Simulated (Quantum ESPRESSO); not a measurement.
Band energies of CsHgF3

```
CsHgF3
1.0
    4.59545     0.00000     0.00000
    0.00000     4.59545     0.00000
    0.00000     0.00000     4.59545
F Cs Hg
3 1 1
Direct
  0.00000   0.50000   0.50000
  0.50000   0.00000   0.50000
  0.50000   0.50000   0.00000
  0.00000   0.00000   0.00000
  0.50000   0.50000   0.50000
```

PBEsol (Quantum ESPRESSO, PseudoDojo norm-conserving, 84 Ry, with spin-orbit coupling); path ΓXMΓRX,MR; energies in eV from the valence-band maximum.

```csv
k (1/Å),point,band 50,band 51,band 52,band 53,band 54,band 55,band 56,band 57
0.00,Γ,-2.08,0.44,0.44,6.51,6.51,6.51,6.51,7.71
0.23,,-2.05,1.01,1.01,6.68,6.68,6.74,6.74,7.81
0.46,,-1.87,2.26,2.26,6.52,6.52,7.04,7.04,8.31
0.68,X,-1.74,3.04,3.04,6.10,6.10,7.24,7.24,8.18
0.91,,-1.25,3.20,3.20,6.39,6.39,7.51,7.51,8.08
1.37,M,-0.01,4.04,4.04,7.53,7.53,7.79,7.79,8.25
1.56,,-0.24,3.72,3.72,7.19,7.19,7.88,7.88,8.25
1.75,,-0.85,2.85,2.85,6.98,6.98,7.86,7.86,8.11
1.95,,-1.60,1.78,1.78,6.88,6.88,7.28,7.28,7.86
2.14,,-2.04,0.85,0.85,6.65,6.65,6.72,6.72,7.73
2.33,Γ,-2.08,0.44,0.44,6.51,6.51,6.51,6.51,7.71
2.50,,-2.06,0.75,0.75,6.65,6.65,6.65,6.65,7.72
2.67,,-1.92,1.49,1.49,7.00,7.00,7.03,7.03,7.76
2.84,,-1.50,2.39,2.39,7.33,7.33,7.47,7.47,7.89
3.01,,-0.96,3.29,3.29,6.97,6.97,7.32,7.32,8.08
3.18,,-0.47,4.09,4.09,6.33,6.33,6.74,6.74,7.51
3.52,R,0.00,5.30,5.30,5.47,5.47,6.09,6.09,6.09
3.66,,-0.05,4.90,4.90,5.72,5.72,6.21,6.21,6.45
3.79,,-0.18,4.41,4.41,6.09,6.09,6.53,6.53,7.18
3.93,,-0.43,3.95,3.95,6.51,6.51,6.93,6.93,8.08
4.07,,-0.77,3.56,3.56,6.68,6.68,7.35,7.35,8.10
4.35,,-1.59,3.09,3.09,6.21,6.21,7.34,7.34,8.11
4.48,X,-1.74,3.04,3.04,6.10,6.10,7.24,7.24,8.18
4.48,M,-0.01,4.04,4.04,7.53,7.53,7.79,7.79,8.25
4.66,,-0.01,4.11,4.11,7.08,7.08,7.63,7.63,8.01
4.83,,0.00,4.36,4.36,6.36,6.36,6.84,6.84,7.40
5.17,R,0.00,5.30,5.30,5.47,5.47,6.09,6.09,6.09
```

The PBEsol gap is indirect, 0.44 eV, from R to Γ; the smallest direct gap is 2.52 eV. Another valence extremum on the path lies within 0.02 eV, too close to call.

The cell is held in this high symmetry; tilts and polar distortions were not searched.

Geometry of the Materials Project entry, not relaxed at this level.
